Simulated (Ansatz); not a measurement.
Run on EuHg2 (P6/mmm) — U = 2 eV on Eu f

Method: DFT, LDA+U, PAW with Ansatz's default frozen-core files, scalar-relativistic in Ansatz.

Command: `ansatz run input.yaml --threads 2 --pin off --max-ram 6144MiB --backend cpu --events-out ev --progress --plain --runs-dir out`

```yaml
crystal:
  lattice:
    - [4.97, 0.0, 0.0]
    - [-2.485, 4.3041462568, 0.0]
    - [0.0, 0.0, 3.705]
  atoms:
    - { symbol: Eu, position: [0.0, 0.0, 0.0], spin: 7.0 }
    - { symbol: Hg, position: [0.3333333333, 0.6666666667, 0.5] }
    - { symbol: Hg, position: [0.6666666667, 0.3333333333, 0.5] }
magnetization:
  spin_polarized: true
kpoints:
  mp_grid: { grid: [6, 6, 7] }
scf:
  occupations: { method: fermi_dirac, width: 0.05 }
hamiltonian:
  xc: lda
  pseudopotentials: { kind: paw }
  hubbard: { sites: [{ species: Eu, l: f, u_eff: 2 }] }
output:
  forces: true
  stress: true
  eigenvalues: true
  hubbard: { sites: [{ species: Eu, l: f }] }
  populations: true
```

Output:

```
Eu: projections on atomic orbitals take those of the free atom [Kr 4d10] 4f7 5s2 5p6 5d0 6s2, of charge +0.00 (hamiltonian.pseudopotentials.projection_atoms); the dataset's partial waves leave at most 1.0e-3 of an orbital's norm unspanned inside its sphere
Hg: projections on atomic orbitals take those of the free atom [Kr 4d10 4f14] 5s2 5p6 5d10 6s2, of charge +0.00 (hamiltonian.pseudopotentials.projection_atoms); the dataset's partial waves leave at most 1.0e-4 of an orbital's norm unspanned inside its sphere
Engine: ansatz 0.2.0
Pseudopotentials: kind: paw
Pseudopotential: Eu, paw, valence charge 17, recommended cutoff 420 eV (normal), Eu.paw.azcp
Pseudopotential: Hg, paw, valence charge 20, recommended cutoff 420 eV (normal), Hg.paw.azcp
Functional definition: SPW92
  exchange = slater_x
  correlation = pw_c
Crystal: 3 atoms, lattice volume = 79.256 Å³
Basis set: ecut = 420 eV, 1555 PW (Γ)
Bands: 40, of which v1, the nominal top of the filled ones, is band 29 counted from 1 (28 counted from 0)
Symmetry: 24 space group operations
Space group: P6/mmm (ITA 191), of the structure as read, at distance tolerance 4.3e-5 Å
Magnetic group: BNS 191.233 (UNI 1463), of the structure as read, at distance tolerance 4.3e-5 Å
k-points: 28 of 252
Non-local potential: Eu, projectors of the file, l = 0: 3, l = 1: 2, l = 2: 2, l = 3: 3
Non-local potential: Hg, projectors of the file, l = 0: 3, l = 1: 2, l = 2: 2, l = 3: 1
PAW form: soft (Blöchl's): semilocal exchange-correlation on the pseudo side does not see the compensation charge
PAW frozen core: Eu, regenerated for the run's functional, and the local potential with it (the file was generated under x = pbe(κ = 0.804, μ = 0.2195149727645171), c = pbe(β = 0.06672455060314922))
PAW frozen core: Hg, regenerated for the run's functional, and the local potential with it (the file was generated under x = pbe(κ = 0.804, μ = 0.2195149727645171), c = pbe(β = 0.06672455060314922))
PAW one-centre angular grid: Eu, 590 points (default); XC on 64 Gauss nodes
PAW one-centre angular grid: Hg, 590 points (default); XC on 64 Gauss nodes
Initial density: superposition of atomic densities (chi_scale 0.1, normalization cell)
Initial wavefunctions: pseudopotential atomic-orbital guess
Functional: x = slater, c = lda
SCF iter   1: F=—  HF=-35611.905297 eV  |F-HF|=—  |Δ(HF+E_count)|=         —  Δρ=4.18e-2 (↑4.18e-2 ↓3.44e-2)  dr2=4.20e0  dr2_m=4.26e-1  M=7.035 μB ∫|m|=7.051 μB  β_m=0.30  ethr=3.10e-3  ⟨swp⟩=6.0  Hψ=8024  notcnv=0  defer=23
preconditioner: auto → Kerker (q_TF=auto, 2.582 Å⁻¹)  [metal: Δε(μ)=0.045 eV  Ē_g=10.680 eV  σ=0.050 eV  W_gap=0.22  n_scr=26 (ndim 8)  ℏωp=26.0 eV  f_vac=0.000  D(μ)=2.27/eV (n_scr^D=20)]
spin=Collinear: Kerker preconditioning applied to the charge; magnetization (m = ρ↑ − ρ↓) channel mixes plain (no charge-response kernel on spin).
SCF iter   2: F=—  HF=-35611.766962 eV  |F-HF|=—  |Δ(HF+E_count)|=   1.38e-1  Δρ=2.58e-2 (↑2.58e-2 ↓2.28e-2)  dr2=1.78e0  dr2_m=1.93e-1  M=7.018 μB ∫|m|=7.040 μB  β_m=0.50  ethr=3.10e-3  ⟨swp⟩=2.6  Hψ=3481  notcnv=0
SCF iter   3: F=—  HF=-35612.006580 eV  |F-HF|=—  |Δ(HF+E_count)|=   2.40e-1  Δρ=1.55e-2 (↑1.55e-2 ↓6.18e-3)  dr2=4.45e-1  dr2_m=3.37e-2  M=7.101 μB ∫|m|=7.124 μB  β_m=0.53  ethr=3.10e-3  ⟨swp⟩=2.7  Hψ=3572  notcnv=0
SCF iter   4: F=—  HF=-35612.107886 eV  |F-HF|=—  |Δ(HF+E_count)|=   1.01e-1  Δρ=7.97e-3 (↑7.97e-3 ↓3.31e-3)  dr2=1.41e-1  dr2_m=7.60e-3  M=7.158 μB ∫|m|=7.172 μB  β_m=0.76  ethr=7.81e-4  ⟨swp⟩=2.7  Hψ=4409  notcnv=0
SCF iter   5: F=—  HF=-35612.093346 eV  |F-HF|=—  |Δ(HF+E_count)|=   1.45e-2  Δρ=1.41e-3 (↑1.27e-3 ↓1.41e-3)  dr2=1.12e-2  dr2_m=1.42e-4  M=7.222 μB ∫|m|=7.231 μB  β_m=0.88  ethr=2.48e-4  ⟨swp⟩=3.1  Hψ=4630  notcnv=0
SCF iter   6: F=—  HF=-35612.097548 eV  |F-HF|=—  |Δ(HF+E_count)|=   4.20e-3  Δρ=1.90e-3 (↑1.90e-3 ↓5.04e-4)  dr2=2.30e-3  dr2_m=5.86e-4  M=7.186 μB ∫|m|=7.197 μB  β_m=0.94  ethr=1.97e-5  ⟨swp⟩=2.2  Hψ=4264  notcnv=0
[...]
Initial density: handed on by an earlier stage of this run
[...]
iteration 1: the SCF starts in the orbital order of the open f shells that the search before it chose, by its bands or by converging an SCF in each of two, with that order's moments; no other order was found more than 0.2 meV higher (one found slightly lower counts as degenerate)
preconditioner: auto → Kerker (q_TF=auto, 2.582 Å⁻¹)  [metal: Δε(μ)=0.017 eV  Ē_g=11.809 eV  σ=0.050 eV  W_gap=0.08  n_scr=26 (ndim 8)  ℏωp=26.0 eV  f_vac=0.000  D(μ)=2.93/eV (n_scr^D=26)]
spin=Collinear: Kerker preconditioning applied to the charge; magnetization (m = ρ↑ − ρ↓) channel mixes plain (no charge-response kernel on spin).
SCF iter   2: F=—  HF=-35612.100772 eV  |F-HF|=—  |Δ(HF+E_count)|=   7.08e-4  Δρ=1.94e-3 (↑1.94e-3 ↓2.30e-4)  dr2=3.63e-3  dr2_m=5.95e-4  M=7.164 μB ∫|m|=7.175 μB  β_m=0.30  ethr=4.27e-7  ⟨swp⟩=2.6  Hψ=3952  notcnv=0
SCF iter   3: F=—  HF=-35612.100100 eV  |F-HF|=—  |Δ(HF+E_count)|=   6.72e-4  Δρ=3.07e-4 (↑3.07e-4 ↓1.45e-4)  dr2=4.25e-5  dr2_m=3.03e-5  M=7.145 μB ∫|m|=7.158 μB  β_m=0.28  ethr=4.27e-7  ⟨swp⟩=2.1  Hψ=3881  notcnv=0
SCF iter   4: F=—  HF=-35612.100078 eV  |F-HF|=—  |Δ(HF+E_count)|=   2.23e-5  Δρ=1.16e-4 (↑8.39e-5 ↓1.16e-4)  dr2=5.70e-5  dr2_m=2.98e-6  M=7.147 μB ∫|m|=7.160 μB  β_m=0.64  ethr=7.46e-8  ⟨swp⟩=1.5  Hψ=2468  notcnv=0
SCF iter   5: F=—  HF=-35612.100065 eV  |F-HF|=—  |Δ(HF+E_count)|=   1.30e-5  Δρ=1.54e-4 (↑1.54e-4 ↓3.11e-5)  dr2=1.13e-5  dr2_m=4.74e-6  M=7.143 μB ∫|m|=7.156 μB  β_m=0.82  ethr=7.46e-8  ⟨swp⟩=2.0  Hψ=3106  notcnv=0
SCF iter   6: F=—  HF=-35612.100065 eV  |F-HF|=—  |Δ(HF+E_count)|=   1.16e-7  Δρ=3.49e-5 (↑3.49e-5 ↓5.20e-6)  dr2=1.10e-6  dr2_m=2.45e-7  M=7.143 μB ∫|m|=7.156 μB  β_m=0.80  ethr=1.98e-8  ⟨swp⟩=2.0  Hψ=3008  notcnv=0
SCF iter   7: F=—  HF=-35612.100064 eV  |F-HF|=—  |Δ(HF+E_count)|=   8.80e-8  Δρ=1.60e-5 (↑1.60e-5 ↓2.44e-6)  dr2=2.46e-7  dr2_m=4.91e-8  M=7.143 μB ∫|m|=7.156 μB  β_m=0.90  ethr=1.93e-9  ⟨swp⟩=1.0  Hψ=2242  notcnv=0
SCF iter   8: F=-35612.100064 eV  HF=-35612.100064 eV  |F-HF|=3.84e-9  |Δ(HF+E_count)|=   2.87e-8  Δρ=1.98e-6 (↑1.98e-6 ↓5.98e-7)  dr2=4.05e-9  dr2_m=6.76e-10  M=7.143 μB ∫|m|=7.156 μB  ethr=1.75e-10  ⟨swp⟩=5.2  Hψ=7526  notcnv=0
SCF 1 converged in 8 iterations: F = -35612.100064 eV  dr2 = 4.05e-9
  greatest PAW one-centre occupation: 1.000 electrons in one spin orbital (limit 2), on the Eu atom at site 0 (counted from 0), in its partial waves of l = 0
SCF converged after 16 iterations (8 of them in the search for the orbital order of the open f shells)
Magnetization: 7.1429 μB (32.0714 up, 24.9286 down)
Absolute magnetization: 7.1567 μB (∫|ρ↑−ρ↓|, with the PAW one-centre terms)
Spin contamination: 0.0338 ħ² per cell (⟨S²⟩ above its minimum at these occupations)
Per-site moments (μB) at R_I (Å): [(6.902685264924107, 1.4088786130416784), (0.0050217179951125785, 1.1836402206211907), (0.005021717995112338, 1.1836402206211907)]
Free energy (F): -35612.100064 eV
Harris-Foulkes:  -35612.100064 eV  (|F-HF|=3.84e-9)
Internal energy: -35612.077431 eV  (E = F + TS)
E sigma→0 (E₀):  -35612.088748 eV
Entropy (-TS):   -0.022633 eV (-7.544 meV/atom)
Fermi energy:    13.693400 eV
--- Per-component energies (eV) ---
  E_band       = -806.969358
  E_kinetic    = 1560.267999
  E_local      = -7252.940290  (includes V_loc(G=0)·N_el)
  E_nonlocal   = 639.864510
  E_hartree    = 3051.669133
  E_xc         = -615.007043
  E_vxc        = -728.318113  (∫ρ·V_xc dr)
  E_hubbard    = 0.097639  (on-site DFT+U / exact-exchange correction)
  E_vhub       = -6.740786  (the Hubbard potential's part of the band-sum identity)
  E_paw        = -25498.979365  (= ΣΔE_a)
  E_vpaw       = -1122.439134  (= ΣTr[D̂ρ^β])
  E_aug_tail   = 0.001723  (compensation charges beyond the density's cutoff)
  E_ewald      = -7499.338812
  E_core_change = 2.287074  (= ΣΔE_core)
  E_smearing   = -0.022633  (= −TS)
  E_closure    = -0.000000  (closes the sum)
  Σ components = -35612.100064   (vs F -35612.100064, Δ=0.00e0)
--- Forces (eV/Å), atoms counted from 1 ---
  atom   1  Eu    -0.00000000    -0.00000000     0.00000000
  atom   2  Hg     0.00000000    -0.00000000     0.00000000
  atom   3  Hg     0.00000000     0.00000000     0.00000000
  max |Σ_I F_I| component: 3.70e-17 eV/Å
--- Stress (GPa, compression-positive) ---
       -3.928601      -0.000000       0.000000
       -0.000000      -3.928601       0.000000
        0.000000       0.000000      -2.291026
  P = ⅓ Tr σ = -3.3827 GPa (-33.827 kbar)
--- Band table (eV; the first three rows and the last of 56) ---
  k-point 0 ↑: bands = ["-101.7762", "-101.7724", "-50.0750", "-50.0750", "-50.0431", "-50.0329", "-50.0172", "-50.0172", "-27.3070", "-6.1377", "-6.1377", "-5.9755", "5.1104", "6.0548", "6.2053", "6.2053", "6.3313", "6.3313", "6.5601", "6.5601", "6.6895", "7.0127", "7.0127", "12.6238", "12.8798", "12.8798", "12.9240", "12.9544", "12.9822", "12.9822", "13.3026", "13.3026", "14.1699", "14.2665", "1 …
  k-point 1 ↑: bands = ["-101.7763", "-101.7724", "-50.0750", "-50.0750", "-50.0435", "-50.0333", "-50.0172", "-50.0172", "-27.3029", "-6.1283", "-6.1283", "-6.0595", "5.2314", "6.1922", "6.1922", "6.2791", "6.2809", "6.2809", "6.5352", "6.5352", "6.8075", "6.9987", "6.9987", "12.6682", "12.8683", "12.8835", "12.8835", "12.8979", "12.8979", "12.9557", "13.7143", "13.7143", "14.2710", "14.4919", "1 …
  k-point 2 ↑: bands = ["-101.7763", "-101.7722", "-50.0750", "-50.0750", "-50.0445", "-50.0343", "-50.0171", "-50.0171", "-27.2933", "-6.2420", "-6.1071", "-6.1071", "5.4395", "6.0927", "6.0927", "6.2461", "6.2461", "6.4793", "6.4793", "6.9665", "6.9665", "7.0161", "7.0840", "12.6508", "12.7687", "12.8153", "12.8153", "12.9438", "12.9438", "12.9585", "13.2423", "14.6395", "14.6554", "14.6554", "1 …
  k-point 27 ↓: bands = ["-101.7740", "-101.7740", "-50.0806", "-50.0467", "-50.0467", "-50.0400", "-50.0400", "-50.0127", "-24.3342", "-4.2057", "-3.8953", "-3.8953", "5.5479", "5.8696", "5.8900", "5.8900", "6.4878", "6.4878", "7.0777", "7.1414", "7.1414", "7.6875", "9.4991", "9.4991", "13.6781", "13.8034", "13.8034", "17.6619", "18.0065", "18.0065", "19.0904", "19.2215", "19.2215", "19.3236", "1 …
Occupation matrices written to <dir>
--- Löwdin populations: 3 sites ---
  site symbol       q [e]    m [muB]
     0     Eu     17.9208     7.1259
     1     Hg     19.1881    -0.0172
     2     Hg     19.1881    -0.0172
  spilling = 0.012331 (of n_electrons = 57.000000)
--- Occupation matrices: 1 shell (run DFT+U table (all-electron-ortho-atomic); ε = 5.13e-4) ---
  Eu0 f_4F: site group D6h (6/mmm)
  Eu0 f_4F up     Tr n = 6.9187  λ = 0.986 0.987 0.987 0.987 0.987 0.992 0.992  [y(3x2-y2) 1.00 B2u(1.00) | 4× xz2 0.25 E1u(0.50) | 2× z3 0.50 A2u(0.50)]
  Eu0 f_4F dn     Tr n = 0.0174  λ = 0.002 0.002 0.002 0.002 0.002 0.003 0.003  [5× z3 0.20 E1u(0.40) | 2× z(x2-y2) 0.50 E2u(1.00)]
  Tr n, λ and their labels are of the run-group-symmetrised matrices; stabiliser: 24 of 48 elements of G0×{1,Θ} (closed), max defect 3.6e-15 at τ = 1.1e-4
```

populations.tsv:

```
# site	symbol	l	j	q_up	q_dn
# orbitals = lowdin
# n_electrons = 57.000000
# spilling = 0.012331
# projection_atom_Eu: [Kr 4d10] 4f7 5s2 5p6 5d0 6s2
# projection_atom_Hg: [Kr 4d10 4f14] 5s2 5p6 5d10 6s2
0	Eu	0_5S	-	0.984755	0.985977
0	Eu	0_6S	-	0.461067	0.444233
0	Eu	1_5P	-	2.993834	2.988822
0	Eu	2_5D	-	1.162738	0.958465
0	Eu	3_4F	-	6.920971	0.019984
1	Hg	0_5S	-	0.987384	0.987097
1	Hg	0_6S	-	0.656880	0.674679
1	Hg	1_5P	-	2.996287	2.995600
1	Hg	2_5D	-	4.944913	4.945303
2	Hg	0_5S	-	0.987384	0.987097
2	Hg	0_6S	-	0.656880	0.674679
2	Hg	1_5P	-	2.996287	2.995600
2	Hg	2_5D	-	4.944913	4.945303
```

Site moments (μB): Eu1 6.90, Hg2 0.01, Hg3 0.01. Cell moment 7.14 μB.

The magnetic group in the log treats spin as a scalar label, without spin–orbit coupling.

The PAW files were made with PBE; the program remakes their cores once for the run's functional and then keeps them frozen. Spin–orbit coupling is left out although heavy atoms are present. With open f shells a run can end in a state that isn't the lowest. The magnetic state is the one that this cell and start allow. It needn't be the compound's measured order, which may need a larger cell or be absent.

It took 19 s on 2 threads of Arm Neoverse V1 (shared host), peak memory 0.48 GiB.
